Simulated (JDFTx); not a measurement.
```json
{
 "surface": "HfB2(1 0 -1 0), B outermost, slab composition Hf2B6",
 "bulk": "HfB2, P6/mmm, lattice of mp-1994 (not re-optimised)",
 "slab": "8 atoms in 8 planes, 1x1, 5.8 Å between the outermost planes",
 "in-plane cell": "3.133 × 3.479 Å, 10.90 Å²",
 "cell_height": "22.3 Å",
 "sampling": "8×6×1 k mesh, Fermi smearing 0.01 Ha, no spin polarisation"
}
```

Whether this polymorph is the ambient one wasn't checked. Neither spin polarisation nor a larger cell was tried.

All numbers are PBE, GBRV ultrasoft potentials, plane waves to 20/100 Ha results from a modified build of JDFTx, not measurements. Liquid: linear PCM (GLSSA13), water, 0.5 M NaCl. Between zero charge and 0.71 V from it the run gives σ = 10.8 μC/cm², a mean capacitance of 15.3 μF/cm². The liquid has ε = 78.4, a 1:1 salt at 0.5 M with linear (Debye) response, and T = 298 K.

A calculation by hand: the Debye length, the diffuse-layer capacitance, and the inner capacitance that is left when the two stand in series.

Each ion has density c = 0.5 × 6.022×10⁻⁴ = 3.011e-04 Å⁻³. λ² = ε kT / (8π (e²/4πε₀) c) with kT = 0.02568 eV and e²/4πε₀ = 14.40 eV Å gives λ = 4.30 Å; the log prints 4.30 Å. C_diffuse = ε₀ε/λ = 161 μF/cm². Then 1/C_inner = 1/15.3 − 1/161, so C_inner = 17.0 μF/cm², which equals a vacuum gap of ε₀/C_inner = 0.52 Å. The diffuse layer takes 10 % of the potential drop; the rest lies between the electrode's charge and the onset of the dielectric, with the electrode's own (quantum) capacitance in it. The split is a model: in the calculation solvent and ions share one smooth cavity.
